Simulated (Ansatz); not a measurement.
Input, command and steps of an Ansatz relaxation.

```yaml
crystal:
  lattice:
    - [4.1945712661, 0.0, 0.0]
    - [0.0, 4.4416337098, 0.0]
    - [0.0, 0.0, 2.9202145174]
  atoms:
    - { symbol: Cr, position: [0.0, 0.0, 0.5], spin: 1.87 }
    - { symbol: Cr, position: [0.5, 0.5, 0.0], spin: 1.87 }
    - { symbol: O, position: [0.2084668657, 0.1855821655, 0.0] }
    - { symbol: O, position: [0.2915331343, 0.6855821655, 0.5] }
    - { symbol: O, position: [0.7915331343, 0.8144178345, 0.0] }
    - { symbol: O, position: [0.7084668657, 0.3144178345, 0.5] }
basis:
  ecutwfc: 420
kpoints:
  mp_grid: { grid: [8, 8, 12] }
hamiltonian:
  xc: pbesol
scf:
  occupations: { method: gaussian, width: 0.1 }
output:
  forces: true
  stress: true
  eigenvalues: true
  populations: true
magnetization:
  spin_polarized: true
relax:
  adjacent_minimum: "off"
  f_tol: 0.008
  max_steps: 40
  cell: { stress_tol: 0.015, fix: [a, angles] }
```

```bash
ansatz run input.yaml --threads 1 --pin off --max-ram 2560MiB --backend cpu --events-out ev --progress --plain --runs-dir out
```

These are results of DFT PBEsol, scalar-relativistic, plane waves, PAW in Ansatz 0.2.0, not measurements.

Of 11 frames 9 are shown, positions in Å and forces in eV/Å; the SCF threshold varies from step to step. Steps run on the plane waves of an earlier cell, with a Pulay correction in the pressure. The basis is chosen afresh for the last frame, the zero of the energies, and at times for earlier ones too; energy and pressure step there, also at an unchanged geometry.

```xyz
6
Lattice="4.1946 0.0000 0.0000 0.0000 4.4416 0.0000 0.0000 0.0000 2.9202" Properties=species:S:1:pos:R:3:forces:R:3 pbc="T T T" step=1 free_energy_over_end_meV_per_atom=2.41 pressure_GPa=5.00
Cr    0.0000    0.0000    1.4601    0.0000    0.0000    0.0000
Cr    2.0973    2.2208    0.0000    0.0000    0.0000    0.0000
O     0.8744    0.8243    0.0000    0.0065   -0.0377    0.0000
O     1.2229    3.0451    1.4601   -0.0065   -0.0377    0.0000
O     3.3201    3.6173    0.0000   -0.0065    0.0377    0.0000
O     2.9717    1.3965    1.4601    0.0065    0.0377    0.0000
6
Lattice="4.1946 0.0000 0.0000 0.0000 4.4804 0.0000 0.0000 0.0000 2.9109" Properties=species:S:1:pos:R:3:forces:R:3 pbc="T T T" step=2 free_energy_over_end_meV_per_atom=1.13 pressure_GPa=3.33
Cr    0.0000    0.0000    1.4554    0.0000    0.0000    0.0000
Cr    2.0973    2.2402    0.0000    0.0000    0.0000    0.0000
O     0.8805    0.8306    0.0000   -0.0309   -0.0825    0.0000
O     1.2167    3.0709    1.4554    0.0309   -0.0825    0.0000
O     3.3140    3.6498    0.0000    0.0309    0.0825    0.0000
O     2.9778    1.4096    1.4554   -0.0309    0.0825    0.0000
6
Lattice="4.1946 0.0000 0.0000 0.0000 4.5043 0.0000 0.0000 0.0000 2.9061" Properties=species:S:1:pos:R:3:forces:R:3 pbc="T T T" step=3 free_energy_over_end_meV_per_atom=0.81 pressure_GPa=2.16
Cr    0.0000    0.0000    1.4531    0.0000    0.0000    0.0000
Cr    2.0973    2.2521    0.0000    0.0000    0.0000    0.0000
O     0.8879    0.8269    0.0000   -0.0219   -0.0557    0.0000
O     1.2094    3.0790    1.4531    0.0219   -0.0557    0.0000
O     3.3066    3.6774    0.0000    0.0219    0.0557    0.0000
O     2.9852    1.4252    1.4531   -0.0219    0.0557    0.0000
6
Lattice="4.1946 0.0000 0.0000 0.0000 4.5075 0.0000 0.0000 0.0000 2.9021" Properties=species:S:1:pos:R:3:forces:R:3 pbc="T T T" step=4 free_energy_over_end_meV_per_atom=0.61 pressure_GPa=2.23
Cr    0.0000    0.0000    1.4511    0.0000    0.0000    0.0000
Cr    2.0973    2.2537    0.0000    0.0000    0.0000    0.0000
O     0.8962    0.8161    0.0000    0.0043    0.0031    0.0000
O     1.2011    3.0698    1.4511   -0.0043    0.0031    0.0000
O     3.2984    3.6914    0.0000   -0.0043   -0.0031    0.0000
O     2.9935    1.4377    1.4511    0.0043   -0.0031    0.0000
6
Lattice="4.1946 0.0000 0.0000 0.0000 4.5073 0.0000 0.0000 0.0000 2.9027" Properties=species:S:1:pos:R:3:forces:R:3 pbc="T T T" step=5 free_energy_over_end_meV_per_atom=0.62 pressure_GPa=2.15
Cr    0.0000    0.0000    1.4514    0.0000    0.0000    0.0000
Cr    2.0973    2.2537    0.0000    0.0000    0.0000    0.0000
O     0.8967    0.8159    0.0000   -0.0014   -0.0008    0.0000
O     1.2006    3.0696    1.4514    0.0014   -0.0008    0.0000
O     3.2978    3.6915    0.0000    0.0014    0.0008    0.0000
O     2.9940    1.4378    1.4514   -0.0014    0.0008    0.0000
6
Lattice="4.1946 0.0000 0.0000 0.0000 4.5074 0.0000 0.0000 0.0000 2.9027" Properties=species:S:1:pos:R:3:forces:R:3 pbc="T T T" step=7 free_energy_over_end_meV_per_atom=0.00 pressure_GPa=2.29
Cr    0.0000    0.0000    1.4513    0.0000    0.0000    0.0000
Cr    2.0973    2.2537    0.0000    0.0000    0.0000    0.0000
O     0.8965    0.8160    0.0000    0.0001   -0.0001    0.0000
O     1.2007    3.0697    1.4513   -0.0001   -0.0001    0.0000
O     3.2980    3.6914    0.0000   -0.0001    0.0001    0.0000
O     2.9938    1.4377    1.4513    0.0001    0.0001    0.0000
6
Lattice="4.1946 0.0000 0.0000 0.0000 4.5113 0.0000 0.0000 0.0000 2.9016" Properties=species:S:1:pos:R:3:forces:R:3 pbc="T T T" step=8 free_energy_over_end_meV_per_atom=0.03 pressure_GPa=2.15
Cr    0.0000    0.0000    1.4508    0.0000    0.0000    0.0000
Cr    2.0973    2.2557    0.0000    0.0000    0.0000    0.0000
O     0.8971    0.8163    0.0000    0.0000   -0.0001    0.0000
O     1.2002    3.0720    1.4508    0.0000   -0.0001    0.0000
O     3.2975    3.6950    0.0000    0.0000    0.0001    0.0000
O     2.9944    1.4393    1.4508    0.0000    0.0001    0.0000
6
Lattice="4.1946 0.0000 0.0000 0.0000 4.5113 0.0000 0.0000 0.0000 2.9016" Properties=species:S:1:pos:R:3:forces:R:3 pbc="T T T" step=9 free_energy_over_end_meV_per_atom=0.00 pressure_GPa=2.15
Cr    0.0000    0.0000    1.4508    0.0000    0.0000    0.0000
Cr    2.0973    2.2557    0.0000    0.0000    0.0000    0.0000
O     0.8971    0.8163    0.0000    0.0000   -0.0001    0.0000
O     1.2002    3.0720    1.4508    0.0000   -0.0001    0.0000
O     3.2975    3.6950    0.0000    0.0000    0.0001    0.0000
O     2.9944    1.4393    1.4508    0.0000    0.0001    0.0000
6
Lattice="4.1946 0.0000 0.0000 0.0000 4.5117 0.0000 0.0000 0.0000 2.9015" Properties=species:S:1:pos:R:3:forces:R:3 pbc="T T T" step=11 free_energy_over_end_meV_per_atom=0.00 pressure_GPa=2.14
Cr    0.0000    0.0000    1.4507    0.0000    0.0000    0.0000
Cr    2.0973    2.2558    0.0000    0.0000    0.0000    0.0000
O     0.8971    0.8163    0.0000    0.0000    0.0000    0.0000
O     1.2002    3.0722    1.4507    0.0000    0.0000    0.0000
O     3.2974    3.6953    0.0000    0.0000    0.0000    0.0000
O     2.9944    1.4395    1.4507    0.0000    0.0000    0.0000
```

Time: 3.3 min on 1 thread of Intel(R) Xeon(R) 6975P-C (Granite Rapids) (shared host), peak memory 0.77 GiB.

Moments started parallel, and an antiferromagnetic order may lie lower.